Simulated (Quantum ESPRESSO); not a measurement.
## Calculated data, MgGa$_{2}$SiN$_{4}$ (made-up cell)

Computed with Quantum ESPRESSO 7.5. Calculation on a made-up crystal cell, not a measurement: periodic Kohn-Sham density functional theory in plane waves with PseudoDojo standard norm-conserving scalar-relativistic pseudopotentials, each functional with its own files (v0.5 for PBE, v0.4.1 for LDA and PBEsol), no spin polarisation, no spin-orbit coupling, atoms not relaxed, stress positive in tension, energies less a fixed whole-eV offset for each atom's element; levels are Kohn-Sham levels at fractions of this cell's reciprocal vectors, counted from the reference band (half the neutral cell's valence electrons, rounded up) at Gamma; error bars cover cutoff and k-mesh only, not smearing or the files; added strain carries the atoms with the cell, and shear is the tensor component; each bar is the largest change over components, and at least 0.002 eV, 0.002 eV per angstrom or 0.02 GPa; energies are for the whole cell, and the offsets were chosen from early runs and are not element reference energies.

```cif
# cell vector a (Å): 4.6808 0.0000 0.0000
# cell vector b (Å): 0.0000 4.6808 0.0000
# cell vector c (Å): 0.0000 0.0000 4.6808
data_MgGa2SiN4
_symmetry_space_group_name_H-M 'P 1'
_symmetry_Int_Tables_number 1
_cell_length_a 4.6808
_cell_length_b 4.6808
_cell_length_c 4.6808
_cell_angle_alpha 90.000
_cell_angle_beta 90.000
_cell_angle_gamma 90.000
_cell_volume 102.56
loop_
_atom_site_label
_atom_site_type_symbol
_atom_site_fract_x
_atom_site_fract_y
_atom_site_fract_z
_atom_site_occupancy
Si1 Si 0.00837 0.01408 0.98310 1
Mg1 Mg 0.02339 0.47287 0.51288 1
Ga1 Ga 0.49237 0.99818 0.50859 1
Ga2 Ga 0.48366 0.52371 0.00515 1
N1 N 0.24109 0.23434 0.24801 1
N2 N 0.30375 0.75235 0.77081 1
N3 N 0.70734 0.25797 0.75440 1
N4 N 0.76912 0.74662 0.25874 1
_calc_lattice_type 'zincblende/diamond'
_calc_functional 'pbe'
_calc_cutoff 1143  # eV
_calc_fermi_dirac_smearing 0.025  # eV
_calc_scf_tolerance 1e-07  # eV
_calc_electrons_removed 0
_calc_added_strain_kind 'shear xy'
_calc_added_strain 0.0181
_calc_k_mesh '4 x 4 x 4, shifted by half a step'
_calc_structure_shown 'before the added strain of 0.0181'
_calc_stress_yz ?
_calc_stress_xy ?
_calc_pressure ?
_calc_stress_zz ?
```

Atoms:
| atoms element | atom site | atom energy offset (eV) |
| --- | --- | --- |
| Si | 1 | -115 |
| Mg | 2 | -1617 |
| Ga | 3 | -2080 |
| Ga | 4 | -2080 |
| N | 5 | -283 |
| N | 6 | -283 |
| N | 7 | -283 |
| N | 8 | -283 |

Q: What stress yz does the calculation give for MgGa$_{2}$SiN$_{4}$ (made-up cell)?
A: 3.228 GPa

Q: Estimate the stress xy of MgGa$_{2}$SiN$_{4}$ (made-up cell).
A: 5.592 GPa

Q: MgGa$_{2}$SiN$_{4}$ (made-up cell): pressure?
A: -11.68 GPa

Q: Estimate the stress zz of MgGa$_{2}$SiN$_{4}$ (made-up cell).
A: 9.703 GPa

Further results for MgGa$_{2}$SiN$_{4}$ (made-up cell):

* free energy less offsets: -0.8841 eV
* smearing term minus ts: 0 eV
* scf iterations: 12
* stress xx: 16.25 GPa
* stress yy: 9.094 GPa
* stress xz: -0.2769 GPa
* error bar energy: 0.003303 eV
* error bar stress: 0.02 GPa
* error bar force: 0.003143 eV/Å
* error bars from: tighter rerun of a related cell

Forces:
| site | x (eV/Å) | y (eV/Å) | z (eV/Å) |
| --- | --- | --- | --- |
| 1 | -0.7121 | -0.692 | 2.008 |
| 2 | -1.315 | 1.429 | 0.4731 |
| 3 | 1.424 | -0.1663 | -1.262 |
| 4 | 2.997 | -2.705 | 3.38 |
| 5 | -0.3269 | -1.38 | -2.489 |
| 6 | -5.367 | 3.419 | -1.664 |
| 7 | 3.052 | -1.464 | 1.097 |
| 8 | 0.2475 | 1.56 | -1.543 |
